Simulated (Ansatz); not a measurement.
A geometry of Mg away from equilibrium: step 2 of the relaxation of a randomly generated symmetric cell of Mg (space group No. 164). Calculation: r2SCAN (plane waves to 500 eV, PAW, scalar-relativistic; Ansatz, a first-principles code). Γ-centred k-mesh 11×11×7 on the run's cell (coarser than for final values), Fermi–Dirac smearing 0.05 eV. The plane waves were selected for a different cell earlier on the path.

```yaml
crystal:
  lattice:
    - [3.47931, 0.00000, 0.00000]
    - [-1.73965, 3.01317, 0.00000]
    - [0.00000, 0.00000, 4.67384]
  atoms:
    - { symbol: Mg, position: [0.33333, 0.66667, 0.73610] }
    - { symbol: Mg, position: [0.66667, 0.33333, 0.26390] }
```

Q: What forces act on the atoms (eV/Å)?

A: 
```
atom    Fx    Fy     Fz
----  ----  ----  -----
Mg1   0.00  0.00   0.50
Mg2   0.00  0.00  -0.50
```

The path ends in P6₃/mmc (No. 194) (hcp (Mg type)). No spin polarisation in the result.

The run could not lose the symmetry of its start.
